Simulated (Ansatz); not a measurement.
**Zincblende alloy of CdSe and ZnSe (26 of 32 Cd sites exchanged), 64 atoms**

Theory: DFT, PBEsol, PAW, plane waves (Ansatz).

Command:

```sh
ansatz run in.yaml --threads 8 --pin off --max-ram 118750MiB --runs-dir r --events-out ev --progress --plain --backend cuda --devices 0, --max-vram 170GiB
```

The input less its lattice and atoms:

```yaml
crystal:
  symmetry: { detect: false }
kpoints:
  mp_grid: { grid: [1, 1, 1], shift: [0.25, 0.25, 0.25] }
hamiltonian:
  xc: pbesol
scf:
  occupations: { method: fermi_dirac, width: 0.01 }
relax:
  f_tol: 0.03
  max_steps: 80
  escape_saddle: false
  adjacent_minimum: "off"
  cell: { fix: [shape] }
output:
  forces: true
  eigenvalues: true
  populations: true
```

Start:

```xyz
64
Lattice="11.4365 0.0000 0.0000 0.0000 11.4365 0.0000 0.0000 0.0000 11.4365" Properties=species:S:1:pos:R:3 pbc="T T T"
Zn    0.0197    0.0206   11.4210
Zn    0.0369    0.0123    5.7299
Zn   11.4307    5.7293   11.4089
Zn    5.7071   11.4204   11.4030
Zn    5.7271    5.7387    0.0082
Zn    5.7212    5.6931    5.7362
Zn    2.8323    2.8524   11.4231
Zn    2.8604    2.8472    5.7275
Zn    2.8695    8.5726   11.4194
Zn    8.5709    2.8183   11.4324
Zn    8.5636    2.8366    5.6933
Zn    8.5796    8.6107    0.0282
Zn    8.5498    8.5920    5.7328
Zn    2.8355   11.4343    2.8332
Zn    2.8155    0.0135    8.5705
Zn    2.8913    5.7456    2.8531
Zn    2.8766    5.7144    8.5961
Zn    8.5948   11.4114    2.8712
Zn    8.5719    0.0074    8.5643
Zn    8.5351    5.7186    2.8445
Zn    8.5885    5.7128    8.5660
Zn    0.0066    2.8653    2.8496
Zn   11.4251    8.5511    2.8690
Zn    5.7090    2.8547    2.8484
Zn    5.7449    2.8642    8.6198
Zn    5.7512    8.5747    2.8528
Cd    0.0111    5.7444    5.7477
Cd    5.7077    0.0142    5.7048
Cd    2.8497    8.6058    5.7088
Cd    0.0012    2.8503    8.5787
Cd   11.4017    8.5944    8.5677
Cd    5.6953    8.5880    8.6212
Se    1.4240    1.4424    1.4555
Se    1.4312    1.4160    7.1877
Se    1.4321    7.1973    1.4153
Se    1.4401    7.1192    7.1192
Se    7.1280    1.4369    1.4227
Se    7.1706    1.4147    7.1060
Se    7.1231    7.1155    1.4139
Se    7.1436    7.1204    7.1426
Se    4.2982    4.3318    1.4387
Se    4.3282    4.3226    7.1264
Se    4.3170   10.0067    1.4212
Se    4.2991   10.0374    7.1354
Se    9.9714    4.3094    1.4008
Se    9.9865    4.2849    7.1320
Se    9.9853   10.0268    1.4546
Se   10.0443   10.0122    7.1410
Se    4.2804    1.3977    4.2916
Se    4.2727    1.4145   10.0059
Se    4.3307    7.1102    4.2371
Se    4.2986    7.1641   10.0073
Se   10.0262    1.3995    4.2861
Se   10.0412    1.4100    9.9586
Se   10.0160    7.1353    4.3218
Se   10.0014    7.1410   10.0322
Se    1.4337    4.2752    4.2553
Se    1.4172    4.3096   10.0093
Se    1.4118   10.0002    4.2666
Se    1.4045   10.0263   10.0058
Se    7.1435    4.2985    4.3141
Se    7.1283    4.2850   10.0093
Se    7.1360   10.0146    4.3100
Se    7.1317   10.0096    9.9784
```

Steps:

| step | energy less the first (eV) | largest force component (eV/Å) | pressure (GPa) |
| --- | --- | --- | --- |
| start | 0.000 | 1.453 | 0.71 |
| 1 | -2.310 | 0.235 | -0.51 |
| 2 | -2.388 | 0.032 | 0.09 |
| 3 | -2.389 | 0.018 | -0.01 |
| 4 | -2.388 | 0.018 | -0.01 |

A structure on the way, about -2.31 eV from the start:

```xyz
64
Lattice="11.4664 0.0000 0.0000 0.0000 11.4664 0.0000 0.0000 0.0000 11.4664" Properties=species:S:1:pos:R:3 pbc="T T T"
Zn    0.0167    0.0111    0.0353
Zn   11.4600    0.0396    5.6828
Zn   11.4526    5.7338    0.0391
Zn    5.7245    0.0223    0.0164
Zn    5.7518    5.7123    0.0406
Zn    5.7485    5.6634    5.7234
Zn    2.8839    2.8602    0.0153
Zn    2.8925    2.8784    5.6994
Zn    2.8719    8.5890    0.0613
Zn    8.5691    2.8543    0.0475
Zn    8.5686    2.8525    5.6825
Zn    8.6097    8.6180    0.0606
Zn    8.5798    8.6015    5.6901
Zn    2.8408    0.0215    2.7902
Zn    2.8408    0.0603    8.6411
Zn    2.9155    5.7279    2.8220
Zn    2.9294    5.6720    8.6550
Zn    8.6359   11.4636    2.8442
Zn    8.5986    0.0310    8.6158
Zn    8.5561    5.7099    2.8226
Zn    8.5566    5.7124    8.6173
Zn    0.0028    2.8580    2.8328
Zn   11.4391    8.5973    2.8180
Zn    5.7388    2.8881    2.8193
Zn    5.7483    2.8975    8.6577
Zn    5.7612    8.5764    2.8149
Cd   11.4489    5.7301    5.6966
Cd    5.7483    0.0636    5.6859
Cd    2.8639    8.6218    5.6677
Cd   11.4617    2.8442    8.6362
Cd   11.4097    8.6399    8.6351
Cd    5.7506    8.5808    8.6877
Se    1.4289    1.4579    1.4175
Se    1.5072    1.3788    7.0864
Se    1.4279    7.1704    1.4455
Se    1.5184    7.0738    7.2517
Se    7.1598    1.4309    1.4475
Se    7.2404    1.5245    7.2386
Se    7.1661    7.1441    1.4088
Se    7.2240    7.0875    7.0780
Se    4.3055    4.2972    1.4154
Se    4.3270    4.2870    7.1541
Se    4.3208   10.0426    1.4323
Se    4.2431   10.1218    7.2446
Se   10.0169    4.2895    1.4324
Se    9.8693    4.2785    7.1621
Se   10.0208   10.0520    1.4307
Se    9.9585   10.1199    7.0694
Se    4.2222    1.5101    4.1713
Se    4.3089    1.4486   10.0499
Se    4.4021    7.0698    4.1979
Se    4.2335    7.0870   10.1537
Se   10.0253    1.4486    4.2664
Se    9.9599    1.3593   10.1409
Se    9.9463    7.2254    4.1800
Se    9.9374    7.0779   10.1337
Se    1.5099    4.2202    4.1787
Se    1.4964    4.3669   10.1408
Se    1.3421   10.1158    4.1705
Se    1.5099   10.1078   10.1380
Se    7.1672    4.2835    4.2721
Se    7.1542    4.2875   10.0649
Se    7.2286    9.9702    4.1948
Se    7.2496   10.1222   10.1289
```

End:

```
Zn Cd Se
1.0
    11.43339    0.00000    0.00000
     0.00000   11.43339    0.00000
     0.00000    0.00000   11.43339
Zn Cd Se
26 6 32
Direct
  0.99969 0.00111 0.00436
  0.99682 0.00284 0.49476
  0.99890 0.50020 0.00481
  0.49979 0.00273 0.00284
  0.50030 0.49760 0.00234
  0.50170 0.49491 0.49697
  0.25237 0.24979 0.00275
  0.25238 0.24982 0.49675
  0.25011 0.75036 0.00524
  0.74749 0.25021 0.00265
  0.74766 0.24986 0.49634
  0.75013 0.74946 0.00399
  0.74931 0.75006 0.49420
  0.24747 0.00180 0.24425
  0.24983 0.00644 0.75496
  0.25162 0.49764 0.24481
  0.25590 0.49424 0.75514
  0.75158 0.00042 0.24684
  0.75083 0.00246 0.75204
  0.74745 0.49874 0.24667
  0.74474 0.49779 0.75167
  0.99904 0.24862 0.24738
  0.99779 0.75188 0.24475
  0.50031 0.25137 0.24729
  0.49969 0.25265 0.75299
  0.50137 0.74750 0.24461
  0.99933 0.49997 0.49580
  0.50342 0.00518 0.49760
  0.25099 0.75101 0.49427
  0.00211 0.24862 0.75213
  0.99704 0.75468 0.75579
  0.50495 0.74697 0.75660
  0.12381 0.12695 0.12275
  0.13099 0.11871 0.61582
  0.12395 0.62536 0.12670
  0.13263 0.61731 0.63483
  0.62420 0.12571 0.12671
  0.63170 0.13409 0.63336
  0.62420 0.62297 0.12233
  0.63048 0.61836 0.61577
  0.37688 0.37358 0.12384
  0.37615 0.37287 0.62376
  0.37583 0.87547 0.12570
  0.37077 0.88231 0.63392
  0.87371 0.37357 0.12549
  0.86147 0.37379 0.62458
  0.87473 0.87553 0.12325
  0.86676 0.88203 0.61634
  0.36917 0.13079 0.36379
  0.37643 0.12767 0.87723
  0.38259 0.61631 0.36532
  0.36940 0.61789 0.88563
  0.87255 0.12706 0.37193
  0.86937 0.11941 0.88452
  0.86857 0.63070 0.36354
  0.86593 0.61667 0.88253
  0.13093 0.36791 0.36525
  0.13103 0.38025 0.88537
  0.11649 0.88171 0.36435
  0.13227 0.88421 0.88550
  0.62493 0.37266 0.37122
  0.62304 0.37453 0.87774
  0.62920 0.86937 0.36449
  0.63317 0.88292 0.88485
```

The run converged.

Time: 5.4 s of wall time on one NVIDIA GB200 with 8 processor threads, on a host shared with other runs; peak host memory 2.1 GiB.

(1) How much energy did the relaxation gain, and which atom moved most?

## Answers

(1) 2.39 eV in 4 steps, from a start with small random displacements; atom 55 (Se) moved 0.20 Å, the median atom 0.08 Å (drift of the whole cell removed).
